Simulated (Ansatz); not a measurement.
A structure of SnTe relaxed with PBEsol (plane waves to 420 eV, PAW, scalar-relativistic; Ansatz, a first-principles code); single points at other levels follow on the same geometry (Ansatz, PAW; HSE06 at 420 eV on a 6×6×6 k-mesh; no spin-orbit coupling). Space group Fm-3m (No. 225).

```
SnTe
1.0
    0.00000     3.14398     3.14398
    3.14398     0.00000     3.14398
    3.14398     3.14398     0.00000
Te Sn
1 1
Direct
  0.00000   0.00000   0.00000
  0.50000   0.50000   0.50000
```

```csv
level,gap (eV),kind,conduction minimum
PBEsol,0.16,direct,11 % of the way from L to W
HSE06,0.10,–,L
```

HSE06 gaps come from a coarse mesh plus a few chosen points, so they may be too large. No spin polarisation in the result.

Measured for SnTe: a 6.316 Å (room temperature; as listed in Ayanesh Maiti et al., Applied Physics Letters (2022)); gap 0.18 eV (room temperature; as listed in DAVID J. SINGH, Functional Materials Letters (2010)). Computed minus measured — a: PBEsol -0.4 %; gap: PBEsol -0.02 eV, HSE06 -0.08 eV. The computed values are for a static lattice, and a measured gap can be an optical one, lowered by exciton binding.

The run could not lose the symmetry of its start.

All atoms sit on sites fixed by symmetry, so only the cell could relax.

It was reached from a disturbed copy of a Fm-3m (No. 225) cell (rock salt type), against which it lies -0.001 eV/atom.
